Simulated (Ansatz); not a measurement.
With DFT-PBEsol in the program Ansatz with PAW potentials, PbS in the zinc blende structure (F-43m) relaxes to a = 6.543 Å. S has 4 nearest neighbours from 2.83 Å (tetrahedral); Pb has 4 nearest neighbours from 2.83 Å (tetrahedral). Its formation energy from the elements is -0.28 eV/atom, with no fitted shifts.

The Kohn–Sham gap is 0.63 eV (indirect). The valence maximum lies at W and the conduction minimum at X (3 equivalent valleys). HSE06 on the same cell gives 1.22 eV. Gap from PBEsol with spin–orbit coupling: 0.54 eV. Electrons at the band edge weigh 0.35, 0.35, 1.7 mₑ (principal values). The hole mass is 0.58, 0.58, 0.70 mₑ (principal values).

An equation-of-state fit gives a bulk modulus of 38.9 GPa. The relaxed-ion elastic constants in GPa are C11 = 40.5, C12 = 38.1, C44 = -7.7. Perturbation theory gives ε∞ = 7.43. Letting the ions move raises it to ε0 = 11.8. Born charges are S -2.34, Pb +2.34 e. The phonon dispersion is unstable, down to 35i cm⁻¹. Without the LO–TO term the highest mode at Γ lies at 178 cm^-1.

The start of the workflow was typed in or built on a structure type; neither database checked (COD, Materials Project) lists it. It is not the phase usual at ambient conditions (space group No. 225). The cell was relaxed with PBEsol under the symmetry of its start. The references are the lowest solids computed at this level, not always the standard phases. Scalar-relativistic: spin–orbit coupling is off unless named, which matters more the heavier the elements.

Potentials: the later of the program's two PAW sets.
